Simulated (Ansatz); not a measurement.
The relaxed structure here is a generated cell of Al2Cu: the first start was made by placing the elements on the sites of a structure type, and the end was not matched to a known phase here, so it may be hypothetical. Known forms of Al2Cu include space group No. 140.

One starting cell of Al2Cu (a generated cell, Al2Cu built in the AFLOW prototype AB2_oC24_41_2a_2b (C_e, as in Sn2Pd)) was relaxed twice with Ansatz (plane waves, PAW, scalar-relativistic): with r2SCAN at 500 eV and with PBE at 420 eV. The r2SCAN result:

```
Al2Cu
1.0
    5.53286    -2.87182     0.00000
    5.53286     2.87182     0.00000
    0.00000     0.00000     5.78125
Cu Al
4 8
Direct
  0.88070   0.88070   0.00000
  0.38070   0.38070   0.50000
  0.11930   0.11930   0.00000
  0.61930   0.61930   0.50000
  0.81546   0.18454   0.68541
  0.18454   0.81546   0.31459
  0.68454   0.31546   0.18541
  0.31546   0.68454   0.81459
  0.49745   0.00255   0.75000
  0.00255   0.49745   0.25000
  0.50255   0.99745   0.25000
  0.99745   0.50255   0.75000
```

```tsv
quantity	r2SCAN	PBE
space group	Cmce	Cmce
volume (Å³/atom)	15.31	(withheld)
a (Å)	11.066	(withheld)
b (Å)	5.744	(withheld)
c (Å)	5.781	(withheld)
gap (eV, no spin-orbit coupling)	0.00	(withheld)
```

Question: What does PBE give for the same quantities?

Answer: 
- volume (Å³/atom), PBE: 15.65
- a (Å), PBE: 11.103
- b (Å), PBE: 5.819
- c (Å), PBE: 5.813
- gap (eV, no spin-orbit coupling), PBE: 0.00

Both levels end in the same structure; PBE's volume is 2.2 % larger. Neither column is exact.

No spin polarisation in the result.

The run could not lose the symmetry of its start: the end is stationary, and may be a saddle point rather than a minimum.

Ansatz is an electronic-structure program.
